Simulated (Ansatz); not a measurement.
Run on fcc Pt (100), 5 layers: DFT, PBE, all-electron PAW with datasets made for the crystal, scalar-relativistic (Ansatz 0.2.0).

The slab is cut from a bulk crystal relaxed on PAW files (its atoms may have been relaxed since).

Command: `ansatz run input.yaml --threads 2 --pin off --max-ram 4096MiB --backend cpu --events-out ev --progress --plain --runs-dir out` It took 33 s on 2 threads of Arm Neoverse V1, on a shared host, peak memory 1 GiB.

```yaml
crystal:
  lattice:
    - [2.8080030018, 0.0, 0.0]
    - [0.0, 2.8080030018, 0.0]
    - [0.0, 0.0, 23.9422]
  atoms:
    - { symbol: Pt, position: [0.0, 0.0, 0.3366330712] }
    - { symbol: Pt, position: [0.5, 0.5, 0.4175861933] }
    - { symbol: Pt, position: [0.0, 0.0, 0.5000000008] }
    - { symbol: Pt, position: [0.5, 0.5, 0.5824138035] }
    - { symbol: Pt, position: [0.0, 0.0, 0.6633669312] }
kpoints:
  mp_grid: { grid: [12, 12, 1] }
scf:
  occupations: { method: fermi_dirac, width: 0.08 }
hamiltonian:
  xc: pbe
  pseudopotentials: { kind: all_electron, datasets: crystal }
output:
  forces: true
  stress: true
  eigenvalues: true
efield:
  axis: 3
  amplitude: 0
  dipole_correction: true
```

Output:

```
hamiltonian.pseudopotentials.datasets: crystal makes datasets for this crystal and solves the spheres of its atoms anew in each pass: cutoff 260.0 eV, the density's 1040.0 eV; for an error of 0.50 meV an atom under PBE, 2.5 meV for the cell; an energy difference from a run of another recipe may be off by several times the error for the cell, under r2SCAN by more, where some 0.1 meV an atom stays at smaller errors; Pt in spheres of 1.376 Å, 10 of its electrons in bands, 8 on its site; only band paths and densities of states list, in semicore columns, the levels of the semicore shells that are solved separately: 5s of Pt, 5p of Pt
band count auto-derived: 31 (N_el = 50.0; filled up to band 25; 30 by the electrons, moments and atoms)
Engine: ansatz 0.2.0
Pseudopotentials: kind: all_electron
Pseudopotential: Pt, paw, valence charge 18, recommended cutoff 260 eV (normal), crystal/all_electron/pbe/scalar/gaussian/Pt, Koelling and Harmon's equation, gaussian nucleus
Functional definition: PBE
  parameter kappa = 0.804
  parameter beta = 0.06672455060314922
  exchange = pbe_x(kappa = kappa, mu = beta*pi^2/3)
  correlation = pbe_c(beta = beta)
Crystal: 5 atoms, lattice volume = 188.781 Å³
Basis set: ecut = 260 eV, 1843 PW (Γ), exchange–correlation on 30×30×256 points (8 copies of the dense FFT grid, shifted against one another)
Bands: 31, of which v1, the nominal top of the filled ones, is band 25 counted from 1 (24 counted from 0)
Symmetry: 8 space group operations
k-points: 28 of 144
Non-local potential: Pt, projectors of the file, l = 0: 1, l = 1: 1, l = 2: 2
PAW form: soft (Blöchl's): semilocal exchange-correlation on the pseudo side does not see the compensation charge
PAW one-centre angular grid: Pt, 590 points (default); XC on its mesh's 1817 points in the sphere
Initial density: superposition of atomic densities (neutral atoms: chi_scale 0, normalization atom)
Initial wavefunctions: pseudopotential atomic-orbital guess
Functional: x = pbe(κ = 0.804, μ = 0.2195149727645171), c = pbe(β = 0.06672455060314922)
iter 1 solved again at ethr=2.73e-2 eV; its pass at ethr=1.00e-1 eV (dr2=1.37e1 eV) is discarded
SCF iter   1: F=—  HF=-2504786.988285 eV  |F-HF|=—  |Δ(HF+E_count)|=         —  Δρ=6.97e-2  dr2=1.36e1  ethr=2.73e-2  p=-0.000 e·Å  D=-4.98e-13 V/Å  ΔV_dip=0.00 eV  dr2_dipole=2.11e-9  V_vac-E_F(+/−)=4.64/4.64 eV  ⟨swp⟩=2.0  Hψ=4444  notcnv=0
efield: sawtooth ramp at fractional position 0.9500 (placed from the atoms, in the widest stretch of the axis that holds none; the zero of the levels goes with the place), width 0.1000; the density the first Hamiltonian is built on has a dipole p = -0.000 e·Å; the dipole correction subtracts the counter field D = -4.98e-13 V/Å, which shifts the + side's vacuum level by +0.00 eV against the − side's; the planar-averaged density in the ramp window peaks in size at 1.6e-6 e/Å³
preconditioner: auto → LDOS  [metal: Δε(μ)=0.047 eV  Ē_g=5.641 eV  σ=0.080 eV  W_gap=0.15  n_scr=16 (ndim 8)  ℏωp=19.1 eV  f_vac=0.517  D(μ)=7.40/eV (n_scr^D=64)  β→1.0]
SCF iter   2: F=—  HF=-2504785.900734 eV  |F-HF|=—  |Δ(HF+E_count)|=    1.09e0  Δρ=3.97e-2  dr2=1.12e1  ethr=2.72e-2  p=0.000 e·Å  D=2.73e-4 V/Å  ΔV_dip=-0.01 eV  dr2_dipole=2.73e-7  V_vac-E_F(+/−)=4.69/4.70 eV  ⟨swp⟩=3.3  Hψ=2220  notcnv=0
SCF iter   3: F=—  HF=-2504784.990168 eV  |F-HF|=—  |Δ(HF+E_count)|=   9.11e-1  Δρ=1.39e-2  dr2=1.14e0  ethr=2.25e-2  p=0.000 e·Å  D=7.11e-5 V/Å  ΔV_dip=-0.00 eV  dr2_dipole=4.12e-8  V_vac-E_F(+/−)=5.63/5.63 eV  ⟨swp⟩=3.1  Hψ=1782  notcnv=0  defer=3
SCF iter   4: F=—  HF=-2504784.943982 eV  |F-HF|=—  |Δ(HF+E_count)|=   4.62e-2  Δρ=6.81e-3  dr2=3.98e-1  ethr=2.28e-3  p=0.000 e·Å  D=3.94e-5 V/Å  ΔV_dip=-0.00 eV  dr2_dipole=1.19e-7  V_vac-E_F(+/−)=5.49/5.49 eV  ⟨swp⟩=3.5  Hψ=2122  notcnv=0
iter 5 solved again at ethr=4.62e-6 eV; its pass at ethr=7.95e-4 eV (dr2=2.31e-3 eV) is discarded
SCF iter   5: F=—  HF=-2504784.906202 eV  |F-HF|=—  |Δ(HF+E_count)|=   3.78e-2  Δρ=1.08e-3  dr2=3.79e-3  ethr=4.62e-6  p=0.000 e·Å  D=5.32e-6 V/Å  ΔV_dip=-0.00 eV  dr2_dipole=4.71e-8  V_vac-E_F(+/−)=5.70/5.70 eV  ⟨swp⟩=3.5  Hψ=4403  notcnv=0
eigensolver tolerance schedule calibrated: the retry pair's looser diagonalisation under-reported the residual by θ = 0.39 (0.17/decade); ethr = c·dr2/N_el runs at the constant in force after the calibration composes with the one it found (an armed cap, an earlier calibration), c = 3.3e-2
SCF iter   6: F=—  HF=-2504784.905992 eV  |F-HF|=—  |Δ(HF+E_count)|=   2.11e-4  Δρ=1.20e-3  dr2=1.74e-2  ethr=2.48e-6  p=0.000 e·Å  D=2.21e-6 V/Å  ΔV_dip=-0.00 eV  dr2_dipole=4.81e-9  V_vac-E_F(+/−)=5.68/5.68 eV  ⟨swp⟩=3.0  Hψ=2373  notcnv=0  recentre
SCF iter   7: F=—  HF=-2504784.905598 eV  |F-HF|=—  |Δ(HF+E_count)|=   3.94e-4  Δρ=6.33e-4  dr2=3.51e-3  ethr=2.48e-6  p=0.000 e·Å  D=4.13e-6 V/Å  ΔV_dip=-0.00 eV  dr2_dipole=1.11e-9  V_vac-E_F(+/−)=5.67/5.67 eV  ⟨swp⟩=2.0  Hψ=1623  notcnv=0
SCF iter   8: F=—  HF=-2504784.905586 eV  |F-HF|=—  |Δ(HF+E_count)|=   1.18e-5  Δρ=3.80e-4  dr2=1.55e-3  ethr=2.30e-6  p=0.000 e·Å  D=1.92e-6 V/Å  ΔV_dip=-0.00 eV  dr2_dipole=3.07e-10  V_vac-E_F(+/−)=5.67/5.67 eV  ⟨swp⟩=2.0  Hψ=1620  notcnv=0
SCF iter   9: F=—  HF=-2504784.905537 eV  |F-HF|=—  |Δ(HF+E_count)|=   4.94e-5  Δρ=2.08e-4  dr2=3.46e-4  ethr=1.01e-6  p=0.000 e·Å  D=6.93e-7 V/Å  ΔV_dip=-0.00 eV  dr2_dipole=2.44e-11  V_vac-E_F(+/−)=5.67/5.67 eV  ⟨swp⟩=2.0  Hψ=1619  notcnv=0
SCF iter  10: F=—  HF=-2504784.905523 eV  |F-HF|=—  |Δ(HF+E_count)|=   1.37e-5  Δρ=3.54e-5  dr2=5.97e-6  ethr=2.27e-7  p=0.000 e·Å  D=3.72e-8 V/Å  ΔV_dip=-0.00 eV  dr2_dipole=2.96e-10  V_vac-E_F(+/−)=5.67/5.67 eV  ⟨swp⟩=2.5  Hψ=1641  notcnv=0
SCF iter  11: F=—  HF=-2504784.905525 eV  |F-HF|=—  |Δ(HF+E_count)|=   2.05e-6  Δρ=1.13e-5  dr2=1.02e-6  ethr=3.91e-9  p=-0.000 e·Å  D=-2.69e-7 V/Å  ΔV_dip=0.00 eV  dr2_dipole=3.73e-10  V_vac-E_F(+/−)=5.67/5.67 eV  ⟨swp⟩=3.2  Hψ=2095  notcnv=0
SCF iter  12: F=-2504784.905525 eV  HF=-2504784.905525 eV  |F-HF|=1.02e-8  |Δ(HF+E_count)|=   6.52e-9  Δρ=2.67e-6  dr2=1.43e-8  ethr=6.65e-10  p=0.000 e·Å  D=9.61e-8 V/Å  ΔV_dip=-0.00 eV  dr2_dipole=1.69e-11  V_vac-E_F(+/−)=5.67/5.67 eV  ⟨swp⟩=3.0  Hψ=1843  notcnv=0
SCF 1 converged in 12 iterations: F = -2504784.905555 eV  dr2 = 1.43e-8
  Residual-converged pass: ⟨swp⟩=3.6  Hψ=2176  notcnv=0  max |occ|·‖R‖ = 6.6e-6 eV (tolerance 6.7e-6 eV)  dr2=1.66e-8  dr2_onsite=7.05e-9  max |Δocc| = 5.3e-10
  greatest PAW one-centre occupation: 0.823 electrons in one spin orbital (limit 2), on the Pt atom at site 1 (counted from 0), in its partial waves of l = 2
SCF converged after 12 iterations
Free energy (F): -2504784.905555 eV
Harris-Foulkes:  -2504784.905555 eV  (|F-HF|=1.02e-8)
Internal energy: -2504784.722499 eV  (E = F + TS)
E sigma→0 (E₀):  -2504784.814027 eV
Entropy (-TS):   -0.183056 eV (-36.611 meV/atom)
Past the cutoff: the bands carry plane waves up to 1.75 times it, of which those up to 1.5 times it add -0.000482 eV an atom, each by itself; the spheres take 0.000443 eV an atom off the energy for waves past 1.75 times it
By the cutoff:   a pressure is off by up to 0.007 GPa (1.2 times the spheres' own share and the shells' term, over an atom's volume, and 0.004 GPa: a bound that held against runs at twice the plane waves)
Past the cutoffs: a stress includes 0.0019 GPa for waves and charges beyond them, in addition to the slope of what the spheres take
In the spheres:  the bands' charges fall short by 4.0e-7 e at most (sound up to 1e-3), those of shells solved beside the bands by 5.0e-7 e (sound up to 5e-4)
Fermi energy:    8.076764 eV
Dipole field:    D = 0.000006 V/Å  (p = 0.000006 e·Å, saw-weighted, corrected)
Work function:   Φ+ = 5.6681 eV   Φ− = 5.6683 eV
Levels:          The Fermi level and band energies are counted from a zero that moves with the ramp; work functions are not
--- Per-component energies (eV) ---
  E_band       = 246.719217
  E_kinetic    = 833.881198
  E_local      = -136997.902853  (includes V_loc(G=0)·N_el)
  E_nonlocal   = 1023.753127
  E_hartree    = 68116.979599
  E_xc         = -406.681494
  E_vxc        = -470.790478  (∫ρ·V_xc dr)
  E_paw        = -2519580.522760  (= ΣΔE_a)
  E_vpaw       = -29527.736862  (= ΣTr[D̂ρ^β])
  E_efield     = 0.000000  (sawtooth field / dipole correction)
  E_vefield    = 0.000000  (∫n·V_field dr)
  E_ewald      = 53074.218216
  E_smearing   = -0.183056  (= −TS)
  E_closure    = 29151.552469  (closes the sum)
  Σ components = -2504784.905555   (vs F -2504784.905555, Δ=0.00e0)
  The terms above E_closure are by the made datasets' own strengths, without shells solved beside the bands.
--- Forces (eV/Å), atoms counted from 1 ---
  atom   1  Pt     0.00000000    -0.00000000     0.00150488
  atom   2  Pt    -0.00000000     0.00000000    -0.00089265
  atom   3  Pt    -0.00000000     0.00000000    -0.00000428
  atom   4  Pt     0.00000000    -0.00000000     0.00087897
  atom   5  Pt    -0.00000000     0.00000000    -0.00150526
  max |Σ_I F_I| component: 1.83e-5 eV/Å
--- Stress (GPa, compression-positive) ---
       -2.622047      -0.000000       0.000000
       -0.000000      -2.622047      -0.000000
        0.000000      -0.000000      -0.007011
  P = ⅓ Tr σ = -1.7504 GPa (-17.504 kbar)
  It holds what live shells' own plane waves past their cutoff add
--- Band table (eV; the first three rows and the last of 28) ---
  k-point 0: bands = ["-1.3713", "-0.0932", "1.2713", "1.8054", "1.9297", "2.0787", "2.5171", "3.3240", "4.1302", "4.4762", "4.6604", "4.6604", "5.4303", "5.4303", "5.6057", "6.0423", "6.5197", "6.5426", "6.5426", "6.5819", "6.6478", "6.9995", "7.5211", "7.7198", "7.7198", "8.0814", "8.1866", "8.3839", "8.3839", "8.8925"]
  k-point 1: bands = ["-1.1983", "0.0577", "1.4021", "1.9279", "2.0440", "2.2084", "2.6191", "3.3901", "4.1379", "4.5596", "4.6598", "4.7001", "5.0974", "5.3864", "5.6803", "5.9337", "6.3011", "6.3138", "6.5169", "6.5383", "7.1173", "7.1670", "7.1863", "7.3040", "7.9245", "7.9362", "7.9709", "8.0992", "8.4246", "9.4818"]
  k-point 2: bands = ["-0.7067", "0.4520", "1.6707", "2.1801", "2.4124", "2.4351", "3.0481", "3.6905", "4.1335", "4.7351", "4.7719", "4.8013", "4.8028", "5.0947", "5.2488", "5.9245", "5.9880", "6.2868", "6.3557", "6.5706", "6.8167", "6.8274", "7.0818", "7.1067", "7.7185", "7.8127", "8.2051", "8.3684", "8.3857", "10.4621"]
  k-point 27: bands = ["1.5998", "1.6494", "2.0307", "2.0307", "2.2926", "2.8821", "2.9480", "2.9480", "3.2756", "4.3391", "4.3391", "6.0766", "6.0766", "6.5879", "6.9608", "7.5072", "7.8112", "7.8279", "7.8279", "7.9956", "8.4536", "8.4975", "8.4993", "9.0558", "9.0559", "11.0133", "11.0133", "13.3060", "13.3060", "15.2629"]
```

Spin–orbit coupling is left out, which matters for the heavy atoms.
